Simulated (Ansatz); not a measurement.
## SrSi$_{3}$Au: do energies and stresses tell the same story?

Theory: DFT PBEsol, scalar-relativistic, plane waves, PAW in Ansatz 0.2.0.

Settings: cutoff 420 eV, Γ-centred mesh 12×12×12 on the computed 5-atom cell, Gaussian smearing of 0.10 eV; no spin polarisation.

Relaxed cell: I4mm, a = 4.405 Å, b = 4.405 Å, c = 9.804 Å, α = 90.00°, β = 90.00°, γ = 90.00°, 5 atoms in the primitive cell. Whether it is the stable form of this composition wasn't checked.

Energies at zero smearing and pressures from the stress tensor, at volumes with shape and atoms relaxed:
| V (Å³/atom) | E − E(first) (meV/atom) | P (GPa) |
| --- | --- | --- |
| 17.886 | 0.00 | 6.53 |
| 18.457 | -16.82 | 2.98 |
| 19.028 | -22.01 | -0.01 |
| 19.598 | -17.38 | -2.54 |
| 20.169 | -4.50 | -4.66 |

Problem. Check P = −dE/dV between neighbouring volumes, and get the bulk modulus from the pressures alone.

Solution. With 1 eV/Å³ = 160.2 GPa:
| middle V (Å³/atom) | −ΔE/ΔV (GPa) | mean P (GPa) |
| --- | --- | --- |
| 18.171 | 4.721 | 4.756 |
| 18.742 | 1.456 | 1.485 |
| 19.313 | -1.298 | -1.275 |
| 19.884 | -3.617 | -3.597 |

The two differ by 0.03 GPa at most. The mean of two end pressures misses the average over a step by about ΔV² P″/12, up to 0.05 GPa here; with that taken off 0.01 GPa remains. Around V = 19.028 Å³/atom, the two neighbours give B = −V ΔP/ΔV = 19.028 × 5.52 / 1.142 = 92.0 GPa, against B0 = 91.5 GPa from the Birch–Murnaghan fit of the energies.

Spin–orbit coupling is left out, which can shift energies with elements as heavy as these.